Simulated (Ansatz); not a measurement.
Ca:
Space group Fm-3m (No. 225); a = 5.336 Å, b = 5.336 Å, c = 5.336 Å, α = 90.00°, β = 90.00°, γ = 90.00°

| atom | site | symmetry | x | y | z |
|---|---|---|---|---|---|
| Ca | 4a | m-3m | 0.0000 | 0.0000 | 0.0000 |
(The calculation used a cell of 1 atom; values per cell refer to that cell.)

Relaxed with DFT-LDA in the program Ansatz with PAW potentials. Indices refer to the conventional cell of Fm-3m, a = b = c = 5.336 Å, α = β = γ = 90.00°.

Q: Simulate the powder diffraction pattern (Cu Kα1, λ = 1.54056 Å; lines above 1 %) up to 2θ = 90°.

A: Simulated powder pattern, Cu Kα1, λ = 1.54056 Å (kinematic, ideal powder, no thermal factors, no anomalous dispersion; the 30 strongest lines at most, above 1 %, up to 2θ = 90°):

```tsv
2θ (°)	d (Å)	I/Imax (%)	hkl
28.96	3.081	100	(111)
33.56	2.668	50	(200)
48.20	1.887	33	(220)
57.21	1.609	37	(311)
60.01	1.540	10	(222)
70.54	1.334	4.5	(400)
77.99	1.224	13	(331)
80.42	1.193	12	(420)
```

The LDA relaxation kept the symmetry of its start.

Potentials: the earlier of the program's two PAW sets. The files were generated under PBE; for other functionals the program regenerates the frozen cores, and for LDA and PBEsol the local potential too.
